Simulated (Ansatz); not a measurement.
Relaxed CaO (rock salt):

```yaml
crystal:
  lattice:
    - [0.00000, 4.83070, 4.83070]
    - [2.41535, 2.41535, 4.83070]
    - [2.41535, 2.41535, 0.00000]
  atoms:
    - { symbol: O, position: [0.00000, 0.00000, 0.00000] }
    - { symbol: O, position: [0.50000, 0.00000, 0.00000] }
    - { symbol: Ca, position: [0.00000, 0.50000, 0.50000] }
    - { symbol: Ca, position: [0.50000, 0.50000, 0.50000] }
```

A phonon eigenvector at X = (0.5, 0.5, 0.0) is frozen into this cell: atom i moves by Q times the vector below, so Q is the largest atomic displacement, in Å. The cell is held. It is one choice among 2 degenerate patterns. (q is in reciprocal vectors of the primitive cell; the cell shown is doubled to hold the pattern.)

```csv
atom,x,y,z
O1,0.000,-0.491,0.000
O2,0.000,0.491,0.000
Ca3,0.000,1.000,0.000
Ca4,0.000,-1.000,0.000
```

Method: PBE (plane waves to 420 eV, PAW, scalar-relativistic; Ansatz, a first-principles code). k mesh 12×12×12 (Γ-centred), Fermi-Dirac smearing 0.05 eV. E stands for the smeared free energy. CaO was relaxed with its symmetry unable to fall. The zero of ΔE is the undisplaced structure.

| Q (Å) | ΔE (meV/cell) |
|---|---|
| -0.1000 | 63.0 |
| -0.0833 | 43.7 |
| -0.0667 | 28.0 |
| -0.0500 | withheld |
| -0.0333 | 7.0 |
| -0.0167 | 1.8 |
| 0.0000 | 0.0 |
| 0.0167 | 1.8 |
| 0.0333 | 7.0 |
| 0.0500 | withheld |
| 0.0667 | 28.0 |
| 0.0833 | 43.7 |
| 0.1000 | 63.0 |

Fit an even polynomial form (powers 2, 4) to the given rows and predict ΔE at Q = -0.0500.

Least squares on the 11 given rows: ΔE = (6294)·Q² + (590.8)·Q⁴, in meV/cell with Q in Å; root-mean-square residual 0.02 meV/cell. At -0.0500 the fit gives 15.7 meV/cell; the calculation gives 15.8 meV/cell, so the interpolation is off by -0.1 (-0.6 %). The quadratic term alone would give 15.7 meV/cell.

(A displaced cell: forces are minus the slopes of the energy, force constants its curvatures, and phonons follow from these.)
